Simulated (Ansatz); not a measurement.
Consider the following.

MgO$_{2}$:
```
CELL_PARAMETERS angstrom
      4.84108     0.00000     0.00000
      0.00000     4.84108     0.00000
      0.00000     0.00000     4.84108
ATOMIC_POSITIONS crystal
  Mg 0.00000 0.50000 0.50000
  Mg 0.50000 0.50000 0.00000
  Mg 0.50000 0.00000 0.50000
  Mg 0.00000 0.00000 0.00000
  O  0.41163 0.08837 0.91163
  O  0.58837 0.91163 0.08837
  O  0.08837 0.91163 0.41163
  O  0.91163 0.08837 0.58837
  O  0.91163 0.41163 0.08837
  O  0.08837 0.58837 0.91163
  O  0.58837 0.58837 0.58837
  O  0.41163 0.41163 0.41163
```

This is the PBEsol-relaxed structure.

Question: All from PBEsol (plane waves, PAW; program Ansatz), unless another level is named. Predict the highest zone-centre frequency (without LO–TO term).

Answer: 903 cm⁻¹.

Question: Next, the Poisson's ratio?

Answer: 0.24.

Question: Predict the zero-point energy.

Answer: 77.0 meV/atom.

Space group Pa-3. The first step of the workflow began from a Materials Project structure, measured or hypothetical; the Crystallography Open Database copy checked does not list it. Its standing as an ambient phase is unchecked. Symmetry was held in the PBEsol relaxation; its stability against distortions is not shown here.

Potentials: the later of the program's two PAW sets.
